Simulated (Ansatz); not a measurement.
## K$_{2}$As$_{2}$O$_{7}$, a known structure type with other elements, at an estimated volume

```
As K O
1.0
     3.78801    4.91716    0.00000
     3.78801   -4.91716    0.00000
     1.18742    0.00000   -5.25913
As K O
2 2 7
Cartesian
  6.3306 0.0000 -2.1384
  2.4329 0.0000 -3.1208
  3.7880 1.8950 0.0000
  3.7880 -1.8950 0.0000
  5.4538 0.0000 -3.7908
  3.3097 0.0000 -1.4683
  0.5937 0.0000 -2.6296
  6.0700 -1.5607 -1.1381
  2.6934 -1.5607 -4.1211
  2.6934 1.5607 -4.1211
  6.0700 1.5607 -1.1381
```

Single point in Ansatz 0.2.0 with r2SCAN, no spin polarisation. Cutoff 500 eV, PAW datasets, 5×5×6 Γ-centred k mesh, fermi-dirac filling (width 0.0164 eV).

Task: Metal or insulator?

Result: It is a metal on this mesh, though the bands barely overlap, with about 19 states/eV a cell as the mean within 0.25 eV of the Fermi level, mostly O p (98 %).

Task: What is the formation energy?

Result: -0.75 eV an atom against the elements' usual phases (free molecules for gases, crystals otherwise, with no correction for O₂ or N₂), so it is bound against them; other compounds may still compete. Relaxing would lower it.

Task: How is the charge shared?

Result: Bader charges in e: K +0.87, As +2.30, O -1.11 to -0.87. In the mean As gives up most and O takes most.

Task: Which atom feels the largest force, and which way?

Result: The largest is on O9 (and as large on other atoms): 5.08 eV/Å, components (-0.41, 4.17, 2.87). It makes 4° with the line to a nearest neighbour, As2 at 1.87 Å, pointing towards it.

Task: Is the cell too large or too small?

Result: The pressure is -11.1 GPa (compression positive), so with the atoms held at these fractions the cell would first shrink; the forces are large, so a full relaxation may end otherwise. The principal stresses -14.1, -12.4, -6.9 GPa differ, so its shape would change too.

Origin: a known structure type with other elements, at an estimated volume, so it need not be a known compound. Caveats: many states at the Fermi level without spin polarisation, so a magnetic state may lie lower; atoms or cell far from equilibrium.
